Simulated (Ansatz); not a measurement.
## Al₅Ni₃Pd₂: zone-centre modes

All numbers below come from DFT PBE, scalar-relativistic, plane waves, PAW in Ansatz. Settings: 420 eV plane-wave cutoff, Γ-centred 14×14×4 mesh, Fermi-Dirac smearing of 0.15 eV. No spin polarisation. Phonons by linear response, acoustic sum rule imposed.

Equilibrium structure at this level:
```xyz
10
Lattice="2.9442 0.0000 0.0000 0.0000 2.9442 0.0000 0.0000 0.0000 15.1285" Properties=species:S:1:pos:R:3 pbc="T T T"
Al    1.4721    1.4721   11.8183
Al    1.4721    1.4721    0.0000
Al    1.4721    1.4721    3.3101
Al    1.4721    1.4721    6.1437
Al    1.4721    1.4721    8.9848
Ni    0.0000    0.0000   10.3998
Ni    0.0000    0.0000    4.7287
Ni    0.0000    0.0000    7.5642
Pd    0.0000    0.0000   13.4733
Pd    0.0000    0.0000    1.6552
```

It was reached by relaxing an invented guess, and it needn't be the stable form of this composition. In a metal, frequencies depend on the k mesh and the smearing, soft modes most.

Optical modes at Γ:
```csv
frequency (cm⁻¹),degeneracy
73,2
76,2
99,1
102,1
112,2
144,1
145,2
187,1
220,2
243,2
246,2
260,1
265,2
276,2
291,1
292,1
329,1
355,1
```

All 27 optical modes at Γ are real: no displacement of atoms at fixed cell lowers the energy to second order. Strains and modes at other wave vectors aren't tested by this run.
